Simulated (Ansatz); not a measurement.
A geometry of NbRu away from equilibrium: step 2 of the relaxation of a relaxed NbRu cell shaken by Gaussian noise of σ = 0.08 Å a coordinate. Method: PBEsol (plane waves to 420 eV, PAW, scalar-relativistic; Ansatz, a first-principles code). Γ-centred k-mesh 12×5×5 on the run's cell (coarser than for final values), Fermi–Dirac smearing 0.05 eV.

```xyz
8
Lattice="2.7725 -0.0274 -0.0083 -0.0715 7.1830 -0.0310 -0.0209 -0.0299 6.9522" Properties=species:S:1:pos:R:3:forces:R:3 pbc="T T T" free_energy=-41242.434 pressure_GPa=0.5
Nb     1.4059     0.0140     4.1633   -0.0115    0.3477   -0.3375
Nb    -0.0001    -0.0357     1.7835    0.0121    0.2442    0.4189
Nb     1.4918     2.2725     0.3007    0.5660    0.3933   -0.2285
Nb     0.9851     4.8145     0.2434   -1.2372   -0.4643   -0.2280
Ru     1.2807     2.2185     2.7990   -0.4964   -0.2842   -0.0197
Ru     1.2920     5.0261     2.8288    0.1675   -0.4030    0.1206
Ru     1.5860     3.4628     4.9207    0.7745    0.3561    0.2305
Ru     1.4747    -0.1053     6.5173    0.2249   -0.1897    0.0435
```

Positions in Å, forces in eV/Å, free energy of the cell in eV (comparable only within this code, potentials and settings). Largest force: 1.34 eV/Å, on Nb4 (atoms numbered as listed); the geometry lies 0.70 eV/atom above the end of its relaxation.

No spin polarisation in the result.

The end of the path is a generated cell of NbRu: the first start was made by a random draw of sites in a space group, and the end was not matched to a known phase here, so it may be hypothetical.
